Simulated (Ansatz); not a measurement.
**CsCl-type EuSb**

Computed with Ansatz (plane waves, PAW, 420 eV cutoff): PBE, scalar-relativistic, collinear spin, Γ-centred 6×6×3 mesh, 0.05 eV Gaussian smearing. The datasets are Ansatz's generated set soft_2.

```
CELL_PARAMETERS angstrom
3.93681 0.00000 0.00000
0.00000 3.93681 0.00000
0.00000 0.00000 7.87363
ATOMIC_POSITIONS crystal
Eu 0.00000 0.00000 0.00000
Sb 0.50000 0.50000 0.25000
Eu 0.00000 0.00000 0.50000
Sb 0.50000 0.50000 0.75000
```

The start was a prototype's sites filled with these elements, not a measured cell.

Starting moments: Eu 7.4 μB on each such atom, all parallel.

The run ends ferromagnetic, with site spin moments Eu 6.78; Sb -0.06 μB.

The cell above (space group Pm-3m at a tolerance of 0.05 Å) comes from a relaxation within its symmetry on a finer mesh. All atoms were then moved at random (spread 0.10 Å) and the cell was relaxed without symmetry.

Task: Does the structure survive?

Result: It doesn't stay. The energy falls by 17.0 meV/atom and the symmetry goes from Pm-3m to P4/mmm (No. 123, tolerance 0.05 Å), with a volume change of -0.7 %. It stays metallic.

The relaxed cell:

```xyz
4
Lattice="4.2227 0.0005 0.0018 0.0005 3.7848 0.0081 0.0036 0.0162 7.5818" Properties=species:S:1:pos:R:3 pbc="T T T"
Eu    0.0428    0.0301    0.0158
Sb    2.1515    1.9298    1.9180
Eu    0.0361    0.0369    3.8091
Sb    2.1528    1.9355    5.7097
```

Conventional cell at that tolerance: a = 3.79 Å, b = 3.79 Å, c = 4.22 Å, α = 90.00°, β = 90.00°, γ = 90.00°.

Without a U the 4f levels of Eu lie too near the Fermi level, so their share of the states there, and what hangs on it, is overstated. Spin–orbit coupling, which matters for such heavy elements, is left out. Site moments are of spin, integrated over atomic spheres. Only parallel moments were tried, so the real magnetic order may be another. The k-mesh is coarse, so small energy differences aren't converged.
